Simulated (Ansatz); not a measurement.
AgW (CsCl type, Pm-3m), DFT-r²SCAN in the program Ansatz with PAW potentials, all energies at zero smearing, with the estimated change up to a 700 eV cutoff added, with one set of potentials and settings (totals compare only within such a set). Cell of 2 atoms (1 Ag, 1 W): -17999.688 eV.

```tsv
element	reference phase	E (eV/atom)
Ag	R-3m, 3 atoms in the cell	-7604.0048
W	Im-3m, 1 atoms in the cell	-10398.2538
```

Formation energy per atom, worked out: (-17999.688 − 1×(-7604.0048) − 1×(-10398.2538))/2 = 1.285 eV/atom (124 kJ per mol of atoms), at 0 K, without zero-point energy or fitted corrections.

The start of the workflow was typed in or built on a structure type; neither database checked (COD, Materials Project) lists it. Its standing as an ambient phase is unchecked. Symmetry was held in the r²SCAN relaxation. At this level the phase is mechanically unstable. The run is not spin-polarised. Its formation energy is positive at this level, so the cell may be metastable or incomplete. The references are the lowest solids computed at this level, not always the standard phases. Spin–orbit coupling is left out wherever it is not named.

Potentials: the earlier of the program's two PAW sets.
